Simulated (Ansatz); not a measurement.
Space group I4/mmm (No. 139). a = 4.130 Å, b = 4.130 Å, c = 7.550 Å, α = 90.00°, β = 90.00°, γ = 90.00°
```
atom site symmetry x y z
  Tl    2a     4/mmm  0.0000  0.0000  0.0000
  Pd    4d      -4m2  0.0000  0.5000  0.2500
  Pd    2b     4/mmm  0.5000  0.5000  0.0000
```

Equation of state of this TlPd3 structure (not necessarily the ground state), with shape and atoms relaxed at each volume where symmetry leaves them free. It has no gap at any of these volumes. All numbers below come from DFT PBEsol, scalar-relativistic, plane waves, PAW in Ansatz.

Cutoff 420 eV; k points 14×14×14 on the computed 4-atom cell (Γ-centred); Gaussian smearing, width 0.10 eV; no spin polarisation.

```csv
V (Å³/atom),E − E(largest V) (meV/atom),P (GPa)
15.131,7.74,12.11
15.614,-18.37,5.47
16.096,-26.31,0.00
16.579,-19.29,-4.49
17.062,0.00,-8.18
```

Q: Fit a third-order Birch–Murnaghan equation to E(V).

A: V0 = 16.10 Å³/atom, B0 = 165 GPa, B0' = 5.5.

Spin-orbit coupling is left out, which matters for the bands of heavy elements.